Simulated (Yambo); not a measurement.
Material: Si (diamond, space group Fd-3m, No. 227) under isotropic strain of -3 % on all lattice vectors; a = b = c = 3.726 Å, α = β = γ = 60.00° (2 atoms in the cell). The PBEsol cell relaxed from Materials Project entry mp-149 was given an isotropic strain of -3 % on all lattice vectors, and the atoms were relaxed again.

With norm-conserving PBEsol (Quantum ESPRESSO, 36 Ry, scalar-relativistic), the gap between the mesh's edge points (Γ → X) is 0.404 eV.

By how much does one-shot G0W0 (Yambo; 4×4×4 Γ-centred k mesh, 148 bands and a 14 Ry block in the screening, 148 bands in G with the Bruneval-Gonze terminator, plasmon pole fitted at 27.2 eV) open this gap, and what gap results?

The correction is 0.762 eV, giving 1.167 eV, 2.9 times the PBEsol value. The mesh misses a band edge: along a dense path the PBEsol gap is 0.29 eV against 0.40 eV on the mesh. Convergence of the G0W0 settings was not tested.
